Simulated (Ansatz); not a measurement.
SiO2:
```xyz
12
Lattice="4.9826 0.0000 0.0000 0.0000 4.9826 0.0000 0.0000 0.0000 6.9210" Properties=species:S:1:pos:R:3 pbc="T T T"
Si     3.4772     3.4772     3.4605
Si     3.9966     0.9859     5.1908
Si     1.5054     1.5054     0.0000
Si     0.9859     3.9966     1.7303
O      4.4414     3.7953     2.2069
O      3.6786     1.9501     3.9372
O      0.5412     1.1873     5.6674
O      1.3040     3.0325     0.4767
O      1.9501     3.6786     2.9839
O      1.1873     0.5412     1.2536
O      3.0325     1.3040     6.4444
O      3.7953     4.4414     4.7141
```

Cartesian axes are those of the cell as given.

### Question
Give the high-frequency dielectric tensor and the Born effective charge tensors of the independent atoms from DFPT, the program Ansatz at the r²SCAN level (PAW).

### Answer

ε∞:
```
2.21  0.00  0.00
0.00  2.21  0.00
0.00  0.00  2.19
```
Z* of atom 1 (Si), rows: field, columns: displacement, in e:
```
 3.36   0.02  -0.17
 0.02   3.36   0.17
 0.33  -0.33   3.31
```
Z* of atom 5 (O), rows: field, columns: displacement, in e:
```
-2.30  -0.22   0.79
-0.16  -1.06   0.08
 0.79   0.21  -1.65
```

Static charges for comparison (Bader): Si1 +3.37, O5 -1.68 e. Born charges measure polarisation by displacement and can exceed these by far.

Space group P4_12_12. Symmetry was held in the r²SCAN relaxation.

Potentials: the earlier of the program's two PAW sets.
